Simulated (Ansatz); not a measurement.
## Calculated with Ansatz: LiCl, settings compared

The command:

```bash
ansatz run input.yaml --threads 1 --pin off --max-ram 2560MiB --backend cpu --events-out ev --progress --plain --runs-dir out
```

Input:

```yaml
crystal:
  lattice:
    - [0.0, 2.549191, 2.549191]
    - [2.549191, 0.0, 2.549191]
    - [2.549191, 2.549191, 0.0]
  atoms:
    - { symbol: Li, position: [0.0, 0.0, 0.0] }
    - { symbol: Cl, position: [0.5, 0.5, 0.5] }
  symmetry: { tolerance: 0.0003 }
kpoints:
  mp_grid: { grid: [6, 6, 6], shift: [0, 0, 0] }
magnetization:
  spin_polarized: false
scf:
  occupations: { method: cold, width: 0.2205 }
hamiltonian:
  pseudopotentials: { kind: paw }
  xc: r2scan
basis:
  ecutwfc: 500
output:
  forces: true
  stress: true
  eigenvalues: true
```

Origin of the cell: a database entry, scaled a little.

Output of this run (shortened):

```
Pseudopotentials: kind: paw
Pseudopotential: Li, paw, valence charge 3, recommended cutoff 500 eV (meta_gga), Li.paw.azcp
Pseudopotential: Cl, paw, valence charge 7, recommended cutoff 500 eV (meta_gga), Cl.paw.azcp
Functional definition: r2SCAN
  exchange = r2scan_x(k0 = k0, k1 = k1, a1 = a1)
  correlation = r2scan_c
Crystal: 2 atoms, lattice volume = 33.131 Å³
Basis set: ecut = 500 eV, 869 PW (Γ), exchange–correlation on 108×108×108 points (64 copies of the dense FFT grid, shifted against one another)
Bands: 9, of which v1, the nominal top of the filled ones, is band 5 counted from 1 (4 counted from 0)
Symmetry: 48 space group operations
Space group: Fm-3m (ITA 225), of the structure as read, at distance tolerance 9.6e-4 Å
[… 6 lines left out …]
Initial density: superposition of atomic densities (neutral atoms: chi_scale 0, normalization atom), corrected by the library's trained network
Functional: x = r2scan, c = r2scan; τ floored in thin density (d = 2e-4 eV/Å³)
SCF iter   1: F=—  HF=-1292.771287 eV  Δρ=4.38e-3  dr2=3.00e-3  dr2_τ=2.28e-3
SCF iter   2: F=—  HF=-1292.792717 eV  S|Δr|=    0.00e0  Δρ=2.08e-3  dr2=7.26e-4  dr2_τ=3.51e-5
SCF iter   3: F=—  HF=-1292.792798 eV  S|Δr|=    0.00e0  Δρ=5.45e-4  dr2=7.37e-5  dr2_τ=1.85e-5
SCF iter   4: F=—  HF=-1292.792781 eV  S|Δr|=    0.00e0  Δρ=5.04e-5  dr2=1.14e-6  dr2_τ=7.16e-8
SCF iter   5: F=-1292.792781 eV  HF=-1292.792781 eV  S|Δr|=    0.00e0  Δρ=9.05e-6  dr2=5.43e-9  dr2_τ=2.19e-9
SCF 1 converged in 5 iterations: F = -1292.792781 eV  dr2 = 5.43e-9
SCF converged after 5 iterations
Stability not checked: this state was not tested for a lower state beside it, because cold or Methfessel-Paxton smearing, or corrected tetrahedra, fill the levels in a way that the test cannot read (fill_not_monotonic; […]
Free energy (F): -1292.792781 eV
Harris-Foulkes:  -1292.792781 eV  (|F-HF|=1.46e-8)
Internal energy: -1292.792781 eV  (E = F + TS)
E sigma→0 (E₀):  -1292.792781 eV
Fermi energy:    5.317327 eV
--- Per-component energies (eV) ---
  E_band       = -109.379343
  E_kinetic    = 183.786560
  E_local      = -320.733082  (includes V_loc(G=0)·N_el)
  E_nonlocal   = -4.953126
  E_hartree    = 93.433706
  E_xc         = -115.564977
  E_vxc        = -150.988109  (∫ρ·V_xc dr)
  E_paw        = -688.462548  (= ΣΔE_a)
  E_vpaw       = -11.382607  (= ΣTr[D̂ρ^β])
  E_aug_tail   = -0.000053  (compensation charges beyond the density's cutoff)
  E_vtau       = 8.024054  (kinetic-family band-sum trace: ∫τ·v_τ [+ j·A + Jᵃ·Aᵃ] dr)
  E_ewald      = -440.162855
  E_core_change = -0.136407  (= ΣΔE_core)
  E_smearing   = 0.000000  (= −TS)
  Σ components = -1292.792781   (vs F -1292.792781, Δ=0.00e0)
--- Forces (eV/Å), atoms counted from 1 ---
  atom   1  Li    -0.000000     0.000000     0.000000
  atom   2  Cl     0.000000    -0.000000    -0.000000
  max |Σ_I F_I| component: 0.0 eV/Å
--- Stress (GPa, compression-positive) ---
        0.296610       0.000000      -0.000000
       -0.000000       0.296610      -0.000000
        0.000000      -0.000000       0.296610
  P = ⅓ Tr σ = 0.2966 GPa (2.966 kbar)
```

The same input was run again with these changes:

1. `scf.eigensolver.kind` default → davidson; typed moments: none
2. `accuracy` default → medium; `scf.occupations.width` 0.2205 → default; `scf.occupations.method` cold → tetrahedron; `scf.n_extra_bands` default → 1
3. `hamiltonian.pseudopotentials` { kind: paw } → { kind: nc }; `basis.ecutwfc` 500 → "36.7 Ry"
4. `kpoints.mp_grid.grid` [6, 6, 6] → [2, 2, 2]; `scf.eigensolver.kind` default → davidson; `basis.precision` default → f64

```csv
run,end,SCF iterations,P (GPa),max force component (eV/Å),gap on mesh (eV),moment (μB),ΔE(σ→0) (meV/atom)
base,converged,5,0.30,0.000,7.34,–,0
1,converged,5,0.30,0.000,7.34,–,0.00
2,converged,5,0.30,0.000,7.34,–,0.00
3,converged,6,0.37,0.000,7.39,–,–
4,converged,6,5.82,0.000,7.23,–,266.21
```

Energies are compared only where functional, datasets, charge and starting cell are the same.

Not properties of the system: run 4 (too coarse or loose: `kpoints.mp_grid.grid` = [2, 2, 2]).

Caveats of the base run: wide smearing.

Run 2: forces and stress under tetrahedra may miss the slope of the energy.
Run 3: the cutoff lies below the datasets' advice.

Time of the base run: 0.77 s of wall time on 1 CPU thread(s) of a shared host, from the program's own first density.
